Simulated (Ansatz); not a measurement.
The cell of Mg2PdAuC6N6 is invented: cyanide-bridged rock-salt net of two metals, 2 guest cations a cell (Fm-3m, No. 225). Its size is a rough estimate.

```
CELL_PARAMETERS angstrom
0.00000 5.11550 5.11550
5.11550 0.00000 5.11550
5.11550 5.11550 0.00000
ATOMIC_POSITIONS crystal
Mg 0.25000 0.25000 0.25000
Mg 0.75000 0.75000 0.75000
Pd 0.00000 0.00000 0.00000
C 0.81058 0.18942 0.18942
C 0.18942 0.81058 0.18942
C 0.18942 0.18942 0.81058
C 0.18942 0.81058 0.81058
C 0.81058 0.18942 0.81058
C 0.81058 0.81058 0.18942
Au 0.50000 0.50000 0.50000
N 0.69622 0.30378 0.30378
N 0.30378 0.69622 0.30378
N 0.30378 0.30378 0.69622
N 0.30378 0.69622 0.69622
N 0.69622 0.30378 0.69622
N 0.69622 0.69622 0.30378
```

The calculation used DFT PBE, scalar-relativistic, plane waves, PAW (Ansatz). Cutoff 420 eV, Gaussian smearing, Γ-centred meshes. Cell and atoms relax first on a coarse mesh and then on a finer one. In between, the cell is made exact in the group found at 0.06 Å. In metals the finer mesh still leaves noise of several meV/atom or more. The steps can't lower the symmetry of their start. Collinear spin is switched on along the way, since trial moments persisted in a coarse test.

A guess keeps its type if space group and coordination stay and the shape of the cell changes little (axis ratios within about 15 %, angles within 6°); the volume may change.

Task: Will the relaxed cell still be of the starting type?

Result: It keeps its type. The symmetry stays Fm-3m (No. 225). The volume per atom grows by 35.0 %, from 16.7 to 22.6 Å³. The shortest distance stays 1.17 Å (C–N). Counting neighbours within 15 % of an atom's shortest distance, the start has Au 6, C 1, Mg 24, N 1, Pd 6 and the end Au 6, C 1, Mg 24, N 1, Pd 6.

The zero of energy is the elements' standard structures at the same level (N₂ as a molecule); no fitted shifts are applied.

Task: At what energy does it end?

Result: +0.79 eV/atom. A positive value: parting into the elements would lower its energy.

The last run used collinear spin, a 6×6×6 mesh for its 16-atom cell and Gaussian smearing of 0.10 eV. These runs have no spin–orbit coupling, which can matter for Au. The reference form of C is held partly by dispersion forces, which this level lacks. The magnetic state reached may not be the lowest. Symmetry constrained the relaxation, so the result can be a saddle point.
